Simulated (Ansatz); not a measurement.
A sound run on ZrIn (P4/mmm), total moment held at 0.5 μB (Ansatz 0.2.0, DFT, LDA, PAW with Ansatz's default frozen-core files, scalar-relativistic):

```yaml
crystal:
  lattice:
    - [3.14064916, 0.0, 0.0]
    - [0.0, 3.14064916, 0.0]
    - [0.0, 0.0, 4.45410072]
  atoms:
    - { symbol: Zr, position: [0.0, 0.0, 0.0], spin: 0.5 }
    - { symbol: In, position: [0.5, 0.5, 0.5] }
magnetization:
  spin_polarized: true
  initial_magnetization: 0.5
  spin_locking: { lock_magnetization: hard }
kpoints:
  mp_grid: { grid: [12, 12, 9] }
scf:
  occupations: { method: fermi_dirac, width: 0.05 }
  lower_state_search: "off"
hamiltonian:
  xc: lda
  pseudopotentials: { kind: paw }
output:
  forces: true
  stress: true
  eigenvalues: true
```

It converged in 8 iterations. Site moments (μB): Zr1 0.31, In2 0.04. Cell moment 0.50 μB. Pressure -5.79 GPa.

The input is then changed, output keys apart:

```diff
-  occupations: { method: fermi_dirac, width: 0.05 }
+  occupations: { method: methfessel_paxton, width: 0.1 }
```

Q: How does the run end?

A: The run converged. Free energy -9535.3606 eV against -9535.3665 eV (not comparable, since the functional, the files or the filling changed), cell moment 0.50 μB, pressure -5.84 GPa.
```
Warning: output.stress: scf.convergence.dr2_threshold = 1e-7 eV (the SCF's general default) is looser than the 2e-10 eV advised for a printed stress (1e-10 eV for each atom of the cell: 2). What an SCF threshold leaves in a stress goes as its square root, and in the free energy as the threshold itself, and one threshold admits the most on a small cell: of the crystals measured, under no hybrid fun …
Engine: ansatz 0.2.0
Pseudopotentials: kind: paw
Pseudopotential: Zr, paw, valence charge 12, recommended cutoff 420 eV (normal), Zr.paw.azcp
Pseudopotential: In, paw, valence charge 13, recommended cutoff 420 eV (normal), In.paw.azcp
Functional definition: SPW92
  exchange = slater_x
  correlation = pw_c
Crystal: 2 atoms, lattice volume = 43.934 Å³
Basis set: ecut = 420 eV, 855 PW (Γ)
Bands: 17, of which v1, the nominal top of the filled ones, is band 13 counted from 1 (12 counted from 0)
Symmetry: 16 space group operations
Space group: P4/mmm (ITA 123), of the structure as read, at distance tolerance 3.5e-5 Å
Magnetic group: BNS 123.339 (UNI 999), of the structure as read, at distance tolerance 3.5e-5 Å
k-points: 140 of 1296
Non-local potential: Zr, projectors of the file, l = 0: 3, l = 1: 2, l = 2: 2, l = 3: 2
Non-local potential: In, projectors of the file, l = 0: 2, l = 1: 2, l = 2: 2, l = 3: 2
PAW form: soft (Blöchl's): semilocal exchange-correlation on the pseudo side does not see the compensation charge
PAW frozen core: Zr, regenerated for the run's functional, and the local potential with it (the file was generated under x = pbe(κ = 0.804, μ = 0.2195149727645171), c = pbe(β = 0.06672455060314922))
[...]
  E_ewald      = -2322.179970
  E_core_change = 0.654937  (= ΣΔE_core)
  E_smearing   = -0.000708  (= −TS)
  E_closure    = 0.000000  (closes the sum)
  Σ components = -9535.360575   (vs F -9535.360575, Δ=0.00e0)
--- Forces (eV/Å), atoms counted from 1 ---
  atom   1  Zr    -0.00000000     0.00000000     0.00000000
  atom   2  In     0.00000000     0.00000000     0.00000000
  max |Σ_I F_I| component: 5.00e-29 eV/Å
--- Stress (GPa, compression-positive) ---
       -5.610139       0.000000       0.000000
        0.000000      -5.610139       0.000000
        0.000000       0.000000      -6.293745
  P = ⅓ Tr σ = -5.8380 GPa (-58.380 kbar)
--- Band table (eV; the first three rows and the last of 280) ---
  k-point 0 ↑: bands = ["-35.3803", "-13.5985", "-13.1110", "-13.1110", "-1.1336", "-0.8753", "-0.6437", "-0.6437", "-0.5656", "4.4813", "11.6193", "12.2004", "13.1413", "16.1957", "16.1957", "17.6427", "19.8350"]
  k-point 1 ↑: bands = ["-35.3802", "-13.6023", "-13.1111", "-13.1111", "-1.1329", "-0.8708", "-0.6419", "-0.6419", "-0.5654", "4.5921", "11.1640", "12.1975", "13.3209", "16.0280", "16.0280", "17.6396", "20.1770"]
  k-point 2 ↑: bands = ["-35.3799", "-13.6117", "-13.1113", "-13.1113", "-1.1313", "-0.8594", "-0.6375", "-0.6375", "-0.5651", "4.9088", "10.2314", "12.1902", "13.5773", "15.6811", "15.6811", "17.6317", "21.0377"]
  k-point 139 ↓: bands = ["-35.1004", "-13.4605", "-13.4605", "-13.2990", "-0.9669", "-0.8018", "-0.8018", "-0.5175", "-0.3375", "10.5525", "10.9154", "10.9154", "12.6684", "15.7616", "17.9814", "18.1950", "18.1950"]
```
